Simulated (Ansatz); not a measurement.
A relaxation computed with Ansatz, from input to last step.

```yaml
crystal:
  lattice:
    - [2.6333228696, 0.0, 0.0]
    - [-1.3166614348, 2.2805245014, 0.0]
    - [0.0, 0.0, 5.1082439737]
  atoms:
    - { symbol: Zn, position: [0.3333333333, 0.6666666667, 0.25] }
    - { symbol: Zn, position: [0.6666666667, 0.3333333333, 0.75] }
basis:
  ecutwfc: 420
kpoints:
  mp_grid: { grid: [18, 18, 8] }
hamiltonian:
  xc: lda
scf:
  occupations: { method: gaussian, width: 0.1 }
output:
  forces: true
  stress: true
  eigenvalues: true
relax:
  adjacent_minimum: "off"
  f_tol: 0.005
  max_steps: 50
  cell: { stress_tol: 0.05 }
```

```bash
ansatz run input.yaml --threads 1 --pin off --max-ram 2560MiB --backend cpu --events-out ev --progress --plain --runs-dir out
```

Computed with Ansatz 0.2.0, DFT LDA, scalar-relativistic, plane waves, PAW.

Of 6 frames 6 are shown, positions in Å and forces in eV/Å; the SCF threshold varies from step to step. Steps run on the plane waves of an earlier cell, with a Pulay correction in the pressure. The basis is chosen afresh for the last frame, the zero of the energies, and at times for earlier ones too; energy and pressure can step there, also at an unchanged geometry. Where two frames share a geometry here, they differ by under 2 meV/atom and 0.3 GPa.

```xyz
2
Lattice="2.6333 0.0000 0.0000 -1.3167 2.2805 0.0000 0.0000 0.0000 5.1082" Properties=species:S:1:pos:R:3:forces:R:3 pbc="T T T" step=1 free_energy_over_end_meV_per_atom=47.35 pressure_GPa=-8.52
Zn    0.0000    1.5204    1.2771    0.0000    0.0000    0.0000
Zn    1.3167    0.7602    3.8312    0.0000    0.0000    0.0000
2
Lattice="2.5720 0.0000 0.0000 -1.2860 2.2275 0.0000 0.0000 0.0000 4.8702" Properties=species:S:1:pos:R:3:forces:R:3 pbc="T T T" step=2 free_energy_over_end_meV_per_atom=1.61 pressure_GPa=-2.12
Zn    0.0000    1.4850    1.2176    0.0000    0.0000    0.0000
Zn    1.2860    0.7425    3.6527    0.0000    0.0000    0.0000
2
Lattice="2.5524 0.0000 0.0000 -1.2762 2.2104 0.0000 0.0000 0.0000 4.8086" Properties=species:S:1:pos:R:3:forces:R:3 pbc="T T T" step=3 free_energy_over_end_meV_per_atom=-0.36 pressure_GPa=0.53
Zn    0.0000    1.4736    1.2022    0.0000    0.0000    0.0000
Zn    1.2762    0.7368    3.6065    0.0000    0.0000    0.0000
2
Lattice="2.5555 0.0000 0.0000 -1.2777 2.2131 0.0000 0.0000 0.0000 4.8276" Properties=species:S:1:pos:R:3:forces:R:3 pbc="T T T" step=4 free_energy_over_end_meV_per_atom=-0.47 pressure_GPa=-0.05
Zn    0.0000    1.4754    1.2069    0.0000    0.0000    0.0000
Zn    1.2777    0.7377    3.6207    0.0000    0.0000    0.0000
2
Lattice="2.5532 0.0000 0.0000 -1.2766 2.2111 0.0000 0.0000 0.0000 4.8397" Properties=species:S:1:pos:R:3:forces:R:3 pbc="T T T" step=5 free_energy_over_end_meV_per_atom=-0.49 pressure_GPa=0.00
Zn    0.0000    1.4741    1.2099    0.0000    0.0000    0.0000
Zn    1.2766    0.7370    3.6298    0.0000    0.0000    0.0000
2
Lattice="2.5532 0.0000 0.0000 -1.2766 2.2111 0.0000 0.0000 0.0000 4.8397" Properties=species:S:1:pos:R:3:forces:R:3 pbc="T T T" step=6 free_energy_over_end_meV_per_atom=0.00 pressure_GPa=-0.01
Zn    0.0000    1.4741    1.2099    0.0000    0.0000    0.0000
Zn    1.2766    0.7370    3.6298    0.0000    0.0000    0.0000
```

It took 32 s on 1 thread of Arm Neoverse V2, on a shared host, peak memory 0.36 GiB.